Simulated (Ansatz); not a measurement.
## Relaxation path: diamond Ge (110), 3 layers

DFT, LDA, PAW with Ansatz's default frozen-core files, scalar-relativistic (Ansatz 0.2.0); a Γ-centred 8×6×1 k mesh, Fermi–Dirac smearing of 0.02 eV, no spin polarisation. The run relaxes the atoms in the fixed cell.

Command: `ansatz run input.yaml --threads 2 --pin off --max-ram 4096MiB --backend cpu --events-out ev --progress --plain --runs-dir out` It took 54 s on 2 threads of Intel(R) Xeon(R) Platinum 8488C (Sapphire Rapids), on a shared host, peak memory 0.79 GiB.

```yaml
crystal:
  lattice:
    - [3.9751430018, 0.0, 0.0]
    - [0.0, 5.6217011455, 0.0]
    - [0.0, 0.0, 19.9751]
  atoms:
    - { symbol: Ge, position: [0.75, 0.125, 0.4004975444] }
    - { symbol: Ge, position: [0.25, 0.875, 0.4004975444] }
    - { symbol: Ge, position: [0.25, 0.625, 0.5] }
    - { symbol: Ge, position: [0.75, 0.375, 0.5] }
    - { symbol: Ge, position: [0.75, 0.125, 0.5995024556] }
    - { symbol: Ge, position: [0.25, 0.875, 0.5995024556] }
kpoints:
  mp_grid: { grid: [8, 6, 1] }
scf:
  occupations: { method: fermi_dirac, width: 0.02 }
hamiltonian:
  xc: lda
  pseudopotentials: { kind: paw }
output:
  forces: true
  stress: true
  eigenvalues: true
relax:
  f_tol: 0.01
  max_steps: 40
efield:
  axis: 3
  amplitude: 0
  dipole_correction: true
```

Each step lists its free energy a cell above the last geometry, and Cartesian positions (Å) with forces (eV/Å).

The first step:

```
step 1  dF = 37.85 meV
  Ge 2.9814 0.7027 8.0000   0.0000 -0.3348 0.1178
  Ge 0.9938 4.9190 8.0000   0.0000 0.3348 0.1178
  Ge 0.9938 3.5136 9.9876   0.0000 0.0239 0.0000
  Ge 2.9814 2.1081 9.9876   0.0000 -0.0239 0.0000
  Ge 2.9814 0.7027 11.9751   0.0000 -0.3348 -0.1178
  Ge 0.9938 4.9190 11.9751   0.0000 0.3348 -0.1178
```

The PAW files were made under PBE. Real surfaces of this kind reconstruct, which a 1×1 cell forbids.

Task: Where does the relaxation end, and by which steps?

Result: After 5 geometries, with a shortest distance of 2.394 Å. The further steps:
```
step 2  dF = 2.01 meV
  Ge 2.9814 0.6734 8.0408   0.0000 -0.0627 0.0273
  Ge 0.9938 4.9483 8.0408   0.0000 0.0627 0.0273
  Ge 0.9938 3.5100 9.9876   0.0000 -0.0704 0.0000
  Ge 2.9814 2.1117 9.9876   0.0000 0.0704 0.0000
  Ge 2.9814 0.6734 11.9343   0.0000 -0.0627 -0.0273
  Ge 0.9938 4.9483 11.9343   0.0000 0.0627 -0.0273
step 3  dF = 0.12 meV
  Ge 2.9814 0.6665 8.0579   0.0000 0.0124 -0.0067
  Ge 0.9938 4.9552 8.0579   0.0000 -0.0124 -0.0067
  Ge 0.9938 3.5002 9.9876   0.0000 0.0215 0.0000
  Ge 2.9814 2.1215 9.9876   0.0000 -0.0215 0.0000
  Ge 2.9814 0.6665 11.9172   0.0000 0.0124 0.0067
  Ge 0.9938 4.9552 11.9172   0.0000 -0.0124 0.0067
step 4  dF = 0.02 meV
  Ge 2.9814 0.6680 8.0533   0.0000 -0.0036 0.0020
  Ge 0.9938 4.9537 8.0533   0.0000 0.0036 0.0020
  Ge 0.9938 3.5033 9.9876   0.0000 -0.0100 0.0000
  Ge 2.9814 2.1184 9.9876   0.0000 0.0100 0.0000
  Ge 2.9814 0.6680 11.9218   0.0000 -0.0036 -0.0020
  Ge 0.9938 4.9537 11.9218   0.0000 0.0036 -0.0020
step 5  dF = 0.00 meV
  Ge 2.9814 0.6676 8.0545   0.0000 -0.0001 0.0000
  Ge 0.9938 4.9541 8.0545   0.0000 0.0001 0.0000
  Ge 0.9938 3.5024 9.9876   0.0000 0.0000 0.0000
  Ge 2.9814 2.1193 9.9876   0.0000 0.0000 0.0000
  Ge 2.9814 0.6676 11.9206   0.0000 -0.0001 0.0000
  Ge 0.9938 4.9541 11.9206   0.0000 0.0001 0.0000
```
